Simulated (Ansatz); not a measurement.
CuAu$_{3}$:
```
CELL_PARAMETERS angstrom
      4.01108     0.00000     0.00000
      0.00000     4.01108     0.00000
      0.00000     0.00000     4.01108
ATOMIC_POSITIONS crystal
  Au 0.00000 0.50000 0.50000
  Au 0.50000 0.00000 0.50000
  Au 0.50000 0.50000 0.00000
  Cu 0.00000 0.00000 0.00000
```

Relaxed with r²SCAN.

### Question
Map the valence electron density (e/Å³), cut off at 7 on the plane through (0.000, 0.500, 0.500) spanned by u = [1, 1, 0] and v = [1, 0, 1] in lattice vectors, from plane-wave PAW r²SCAN (Ansatz code).

### Answer
x is the fraction of u, y of v (the angle between them is 60°; rows are the nearest grid lines); atoms in the plane: Au at (0.00, 0.00), Au at (0.50, 0.00), Au at (0.00, 0.50), Cu at (0.50, 0.50).
```
|@@@#-     -#@@@@@#-     -#@@@|
|@@@@=.    .=@@@@@@=.    .=@@@|
|@@@@+.     .+@@@@@+.     .+@@|
|-=+=-.       .-=+=-.       .-|
| ....          ....          |
|                             |
|                             |
|                        .... |
|-.        .:::.        .-=+=-|
|#=.       :+@@+:       .=#@@#|
|@@+.      :@@@@@:      .+@@@@|
|@@@=.     :@@@@@@:     .=@@@@|
|@@@@=.     :@@@@@@:     .=@@@|
|@@@@+.      :@@@@@:      .+@@|
|#@@#=.       :+@@+:       .=#|
|-=+=-.        .:::.        .-|
| ....                        |
|                             |
|                             |
|          ....          .... |
|-.       .-=+=-.       .-=+=-|
|@@+.     .+@@@@@+.     .+@@@@|
|@@@=.    .=@@@@@@=.    .=@@@@|
|@@@#-     -#@@@@@#-     -#@@@|
```
Scale: ten equal steps from 0.173 (start of ' ') to 7.00 (end of '@'), in the order ' .:-=+*#%@'; x runs from 0.000 to 1.00, y from 0.000 (bottom) to 1.00 (top).

The density is the valence pseudo-density with augmentation charge, so density and ELF within about 1 Å of a nucleus are not all-electron values.

Space group Pm-3m (Cu3Au type). The workflow started from an entry of the Crystallography Open Database (COD). Its standing as an ambient phase is unchecked. Symmetry was held in the r²SCAN relaxation; whether a distortion lowers the energy is not shown. No spin polarisation was allowed. Scalar-relativistic: spin–orbit coupling is off unless named, which matters more the heavier the elements.

Potentials: the later of the program's two PAW sets.
